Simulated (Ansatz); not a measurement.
Ge2BN:
```
Ge2BN
1.0
    1.66627     0.96202     5.46997
   -1.66627     0.96202     5.46997
    0.00000    -1.92404     5.46997
B N Ge
1 1 2
Direct
  0.98673   0.98673   0.98673
  0.89015   0.89015   0.89015
  0.51075   0.51075   0.51075
  0.36233   0.36233   0.36233
```

Relaxed with r²SCAN+D4.

**Question.** Give the Bader charges and basin volumes of the independent atoms, DFT-r²SCAN+D4 in the program Ansatz with PAW potentials.

**Answer.** 

```
atom  Bader charge (e)  Bader volume (Å³)
----  ----------------  -----------------
B1               +0.23                8.4
N2               -1.59               12.8
Ge3              +1.10               14.8
Ge4              +0.26               16.5
```

Space group R3m. The start of the workflow was typed in or built on a structure type; neither database checked (COD, Materials Project) lists it. Whether it is the stable phase at ambient conditions was not checked. The cell was relaxed with r²SCAN+D4 under the symmetry of its start; whether a distortion lowers the energy is not shown. Its formation energy is positive at this level, so the cell may be metastable or incomplete.

Potentials: the earlier of the program's two PAW sets.
